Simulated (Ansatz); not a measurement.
A geometry of Al away from equilibrium: step 2 of the relaxation of a relaxed Al cell, doubled along one cell vector, shaken by Gaussian noise of σ = 0.08 Å a coordinate. These are r2SCAN (plane waves to 500 eV, PAW, scalar-relativistic; Ansatz, an electronic-structure program) values and carry that method's errors. Γ-centred k-mesh 8×8×6 on the run's cell (coarser than for final values), Fermi–Dirac smearing 0.05 eV. The plane waves were selected for a different cell earlier on the path.

```
Al
1.0
    4.48030     0.01581     0.00104
   -2.22646     3.91972    -0.00505
    0.00126    -0.00636     5.44590
Al
6
Direct
  0.00206   0.00640   0.99975
  0.00232   0.98842   0.50254
  0.33853   0.66244   0.23989
  0.33463   0.66774   0.74819
  0.66752   0.32757   0.27106
  0.67362   0.33508   0.77629
```

**Question.** Give the Cartesian forces on all atoms (eV/Å).

**Answer.** 
```csv
atom,Fx,Fy,Fz
Al1,0.08,-0.07,0.16
Al2,-0.05,0.08,-0.02
Al3,-0.14,0.05,0.14
Al4,0.11,0.06,-0.35
Al5,0.12,-0.05,0.22
Al6,-0.13,-0.07,-0.14
```

The path ends in Fm-3m (No. 225) (fcc (Cu type)). No spin polarisation in the result.

Of the parent cell (P6/mmm (No. 191)): it is a generated cell of Al: the first start was made by placing the elements on the sites of a structure type, and the end was not matched to a known phase here, so it may be hypothetical. Known forms of Al include space group No. 225.
